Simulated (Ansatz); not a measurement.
B4Ru:
```cif
data_B8Ru2
_chemical_formula_sum 'Ru2 B8'
_space_group_name_H-M_alt 'P 1'
_space_group_IT_number 1
_cell_length_a 4.74533
_cell_length_b 5.51798
_cell_length_c 3.13608
_cell_angle_alpha 90.000
_cell_angle_beta 90.000
_cell_angle_gamma 90.000
loop_
_space_group_symop_operation_xyz
  'x, y, z'
loop_
_atom_site_label
_atom_site_type_symbol
_atom_site_fract_x
_atom_site_fract_y
_atom_site_fract_z
_atom_site_occupancy
Ru1 Ru 0.50000 0.00000 0.00000 1
Ru2 Ru 0.00000 0.50000 0.50000 1
B1 B 0.16070 0.87671 0.50000 1
B2 B 0.83930 0.12329 0.50000 1
B3 B 0.66070 0.62329 0.00000 1
B4 B 0.33930 0.37671 0.00000 1
B5 B 0.76002 0.82008 0.50000 1
B6 B 0.23998 0.17992 0.50000 1
B7 B 0.26002 0.67992 0.00000 1
B8 B 0.73998 0.32008 0.00000 1
```

Relaxed with r²SCAN.

Problem. Tabulate the valence density and the electron localisation function along the shortest Ru–B contact (2.10 Å), DFT-r²SCAN in the program Ansatz with PAW potentials.

Solution. 

```tsv
distance from Ru (Å)	density (e/Å³)	ELF
0.21	11.01	0.52
0.32	9.58	0.59
0.42	7.79	0.62
0.53	5.87	0.61
0.63	4.08	0.56
0.74	2.60	0.47
0.84	1.54	0.38
0.95	0.97	0.32
1.05	0.76	0.32
1.16	0.68	0.41
1.26	0.67	0.56
1.37	0.71	0.66
1.47	0.75	0.66
1.58	0.78	0.55
1.68	0.76	0.34
1.79	0.66	0.12
1.89	0.51	0.02
```

The density is the valence pseudo-density with augmentation charge, so density and ELF within about 1 Å of a nucleus are not all-electron values.

Space group Pnnm. The start of the workflow was typed in or built on a structure type; neither database checked (COD, Materials Project) lists it. Whether it is the stable phase at ambient conditions was not checked. Symmetry was held in the r²SCAN relaxation; its stability against distortions is not shown here. The run is not spin-polarised.

Potentials: the earlier of the program's two PAW sets. The files were generated under PBE; for other functionals the program regenerates the frozen cores, and for LDA and PBEsol the local potential too.
